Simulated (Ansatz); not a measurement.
RbCNO:
```xyz
8
Lattice="-3.6930 3.1217 3.1535 3.6930 -3.1217 3.1535 3.6930 3.1217 -3.1535" Properties=species:S:1:pos:R:3 pbc="T T T"
Rb     0.0000     0.0000     1.5662
Rb     3.6930     0.0000     1.5662
C     -1.8465     3.1138     1.5857
C      1.8465     3.1295     1.5857
N     -1.8465     2.2869     2.4378
N      5.5396     0.8348    -0.7157
O      1.8465     0.8474     3.8709
O      1.8465     2.2743     0.7174
```

Relaxed with r²SCAN.

Q: Give the Bader charges and basin volumes of the independent atoms, r²SCAN in the plane-wave PAW code Ansatz.

A: 

```csv
atom,Bader charge (e),Bader volume (Å³)
Rb1,+0.89,26.1
C3,+1.93,6.9
N5,-1.50,21.0
O7,-1.32,18.6
```

Space group Ima2. The workflow started from a Materials Project entry (that database holds measured and hypothetical structures alike); the Crystallography Open Database copy checked does not list it. With N and O taken as one species the cell has the higher symmetry I4/mcm, so it may be an ordered model of a mixed-site phase. Whether it is the stable phase at ambient conditions was not checked. Symmetry was held in the r²SCAN relaxation; whether a distortion lowers the energy is not shown.

Potentials: the later of the program's two PAW sets.
